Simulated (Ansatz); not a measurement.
Input and command of a plane-wave DFT calculation in Ansatz:

```yaml
crystal:
  lattice:
    - [-4.0847623301, 4.1116646166, -1.8852159631]
    - [-4.5669195312, -1.7678221785, 5.9103175738]
    - [1.7538249216, 4.5862770756, 5.9027728317]
  atoms:
    - { symbol: Al, position: [0.9987426531, 0.995247601, 0.0056393627] }
    - { symbol: Al, position: [0.0767946515, 0.6192409187, 0.1169216499] }
    - { symbol: Al, position: [0.2140203309, 0.1696503747, 0.2196571583] }
    - { symbol: Al, position: [0.6737927473, 0.7054234039, 0.2062746338] }
    - { symbol: Al, position: [0.8017250976, 0.2969640149, 0.3188952503] }
    - { symbol: Al, position: [0.3819898225, 0.4274849001, 0.3836576142] }
    - { symbol: Al, position: [0.9846780778, 0.5122796795, 0.5026162321] }
    - { symbol: Al, position: [0.906152481, 0.8929411349, 0.3925334883] }
    - { symbol: Al, position: [0.7240979336, 0.2206638111, 0.7253194015] }
    - { symbol: Al, position: [0.1937547252, 0.7168812725, 0.6816786278] }
    - { symbol: Al, position: [0.2871604399, 0.2649879823, 0.7505147771] }
    - { symbol: Al, position: [0.9808396092, 0.3917813802, 0.9152683] }
    - { symbol: Al, position: [0.4001145653, 0.8980431083, 0.9154832697] }
    - { symbol: Si, position: [0.613824261, 0.0666621318, 0.1457696385] }
    - { symbol: Si, position: [0.4900241184, 0.9956546876, 0.4890670491] }
    - { symbol: Si, position: [0.0900025751, 0.0753981498, 0.586410876] }
    - { symbol: Si, position: [0.5915870355, 0.6612854667, 0.5616376526] }
    - { symbol: Ca, position: [0.510894786, 0.4757273576, 0.9700486319] }
    - { symbol: Cu, position: [0.2921545113, 0.8073281862, 0.3006442115] }
    - { symbol: Zn, position: [0.7989900564, 0.8162617775, 0.8035648118] }
  symmetry: { detect: false }
basis:
  ecutwfc: 420
kpoints:
  mp_grid: { grid: [4, 3, 3] }
hamiltonian:
  xc: pbe
scf:
  occupations: { method: gaussian, width: 0.1 }
  lower_state_search: "off"
output:
  forces: true
  stress: true
  eigenvalues: true
relax:
  adjacent_minimum: "off"
  f_tol: 0.04
  max_steps: 25
  cell: { stress_tol: 0.3 }
```

```bash
ansatz run input.yaml --threads 4 --pin off --max-ram 9216MiB --backend cpu --events-out ev --progress --plain --runs-dir out
```

Processor: Intel(R) Xeon(R) 6975P-C (Granite Rapids), 4 threads, on a host shared with other jobs.

**Question.** How long does it run, and how much memory does it take?

**Answer.** About 120 s on 4 threads of Intel(R) Xeon(R) 6975P-C (Granite Rapids), on a shared host, peak memory 1.2 GiB. It solves 68 bands at 19 k points (the mesh reduced by symmetry) with about 6677 plane waves (on the last cell), in 115 SCF iterations over 15 ionic steps.
